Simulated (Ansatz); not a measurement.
Ga₄Sb₃As (P-43m)

Level of theory: DFT PBE, scalar-relativistic, plane waves, PAW (Ansatz 0.2.0).

Cutoff 420 eV; k points 6×6×6 on the computed 8-atom cell (Γ-centred); Gaussian smearing, width 0.10 eV; no spin polarisation.

The structure is relaxed at this level of theory with its symmetry kept, and needn't be the ground state of this composition.

```xyz
8
Lattice="6.0994 0.0000 0.0000 0.0000 6.0994 0.0000 0.0000 0.0000 6.0994" Properties=species:S:1:pos:R:3 pbc="T T T"
Ga    4.6282    4.6282    4.6282
Ga    4.6282    1.4712    1.4712
Ga    1.4712    4.6282    1.4712
Ga    1.4712    1.4712    4.6282
Sb    3.0497    3.0497    0.0000
Sb    3.0497    0.0000    3.0497
Sb    0.0000    3.0497    3.0497
As    0.0000    0.0000    0.0000
```

* Space group: P-43m (No. 215)
* Volume per atom: 28.36 Å³
* Formation energy from the elements' standard states (uncorrected): -0.191 eV/atom
* Kohn–Sham band gap: zero, with almost no states at the Fermi level
* Density of states at the Fermi level: 0.0 states/eV per cell
* Orbital (Löwdin) character within 0.5 eV of the Fermi level: Sb 5p 53 %, Ga 4p 24 %, As 4p 13 %
* Bader charge by site (e): Ga (4 in the cell) 0.40, Sb (3 in the cell) -0.33, As (1 in the cell) -0.62

Spin-orbit coupling is left out, which matters for the bands of heavy elements.

The cell was found from a structure generator's guess, not taken from experiment. Löwdin shares on free-atom orbitals overweight diffuse shells.
